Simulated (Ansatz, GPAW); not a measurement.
This is a calculation of Sn3Se for GPAW 26.7.0 (ASE script). The cell comes from a database or a generator and needn't be the stable form of this composition.

run.py

```python
from ase import Atoms
from ase.dft.bandgap import bandgap
from ase.io import write
from ase.units import GPa
from gpaw import GPAW, PW, setup_paths

setup_paths.insert(0, '.')

atoms = Atoms(['Sn', 'Sn', 'Sn', 'Se'],
              cell=[[4.741879, 0.0, 0.0],
                    [0.0, 4.741879, 0.0],
                    [0.0, 0.0, 4.741879]],
              scaled_positions=[[0.5, 0.5, 0.0],
                                [0.5, 0.0, 0.5],
                                [0.0, 0.5, 0.5],
                                [0.0, 0.0, 0.0]],
              pbc=True)

calc = GPAW(mode=PW(600),
            xc='PBEsol',
            kpts={'size': (6, 6, 6), 'gamma': True},
            occupations={'name': 'fermi-dirac', 'width': 0.05},
            nbands=38,
            convergence={'density': 1e-05, 'energy': 1e-05},
            maxiter=150,
            txt='gpaw.txt')
atoms.calc = calc
energy = atoms.get_potential_energy()
forces = atoms.get_forces()
stress = atoms.get_stress()
calc.write('gs.gpw')
write('result.traj', atoms)
print(f'Energy: {energy:.6f} eV')
print('Forces (eV/A):')
print(forces.round(4))
print('Stress (GPa):', (stress / GPa).round(3))
print('Fermi level:', round(calc.get_fermi_level(), 4), 'eV')
print(f'Gap: {bandgap(calc)[0]:.4f} eV, direct: {bandgap(calc, direct=True)[0]:.4f} eV')
```

Potentials or basis: PAW data sets generated in the run's folder for this functional, pw.

Launch:

```sh
$ gpaw-setup -f PBEsol Se Sn
$ OMP_NUM_THREADS=1 python run.py
```

Problem. Translate it to Ansatz 0.2.0. Potentials or basis there: Ansatz PAW, cutoff 420 eV.

Solution. As run (cutoffs and basis follow the program's own potentials, and thresholds, step limits or extra output files can differ):

The input input.yaml:

```yaml
crystal:
  lattice:
    - [4.741879, 0.0, 0.0]
    - [0.0, 4.741879, 0.0]
    - [0.0, 0.0, 4.741879]
  atoms:
    - { symbol: Sn, position: [0.5, 0.5, 0.0] }
    - { symbol: Sn, position: [0.5, 0.0, 0.5] }
    - { symbol: Sn, position: [0.0, 0.5, 0.5] }
    - { symbol: Se, position: [0.0, 0.0, 0.0] }
hamiltonian:
  xc: pbesol
  pseudopotentials: { kind: paw }
kpoints:
  mp_grid: { grid: [6, 6, 6] }
scf:
  occupations: { method: fermi_dirac, width: 0.05 }
output:
  forces: true
  stress: true
  eigenvalues: true
  write_density: true
  write_potential: true
  elf: true
  volumetric_format: npy
```

Potentials or basis: Ansatz PAW.

Run with:

```sh
$ ansatz run input.yaml --threads 1 --pin off --max-ram 3584MiB --backend cpu --events-out ev --progress --plain --runs-dir out
```

Both were run:

|  | GPAW | Ansatz |
| --- | --- | --- |
| Pressure | -2.8 GPa | -2.6 GPa |

Ansatz's pressure holds a Pulay term of +0.03 GPa for its cutoff of 420 eV, which the other run lacks.

The potentials hold 48 and 58 valence electrons a cell.

Ansatz's potentials were made for PBE.

Where Ansatz's input types no cutoff or centring, it takes its own default and a Γ-centred mesh.

Pressure is positive in compression.
